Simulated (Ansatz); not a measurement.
TaC, first-principles data

TaC:
```cif
data_C2Ta2
_chemical_formula_sum 'C2 Ta2'
_space_group_name_H-M_alt 'P 1'
_space_group_IT_number 1
_cell_length_a 4.29895
_cell_length_b 4.29895
_cell_length_c 3.77321
_cell_angle_alpha 90.000
_cell_angle_beta 90.000
_cell_angle_gamma 140.293
loop_
_space_group_symop_operation_xyz
  'x, y, z'
loop_
_atom_site_label
_atom_site_type_symbol
_atom_site_fract_x
_atom_site_fract_y
_atom_site_fract_z
_atom_site_occupancy
C1 C 0.59930 0.40070 0.75000 1
C2 C 0.40070 0.59930 0.25000 1
Ta1 Ta 0.87395 0.12605 0.75000 1
Ta2 Ta 0.12605 0.87395 0.25000 1
```

Space group Cmcm (No. 63); conventional cell a = 2.920 Å, b = 8.087 Å, c = 3.773 Å, α = β = γ = 90.00°.

Method: plane-wave PAW PBE (Ansatz code). Structure relaxed to zero pressure with the same functional. Other levels are named where they apply.

### Cell and energy

```json
{
  "volume_per_atom": "11.14 Å³",
  "density": "14.38 g/cm³",
  "Formation energy from the elements (no fitted shifts)": "0.077 eV/atom"
}
```

### Electronic structure

```json
{
  "electronic_character": "metallic (no gap)",
  "Density of states at the Fermi level": "0.54 states/eV per atom (mean over ±0.08 eV)"
}
```

### Mechanics

```json
{
 "Bulk modulus (Birch–Murnaghan fit)": "2810 kbar",
 "Pressure derivative B′": "4.3"
}
```

A made-up cell: these elements were put on the sites of a structure type; neither database checked (COD, Materials Project) lists it. It is not the phase usual at ambient conditions (space group No. 225). Symmetry was held in the PBE relaxation; its stability against distortions is not shown here. The run is not spin-polarised. The references are the lowest solids computed at this level, not always the standard phases. Scalar-relativistic: spin–orbit coupling is off unless named, which matters more the heavier the elements.

Potentials: the later of the program's two PAW sets.
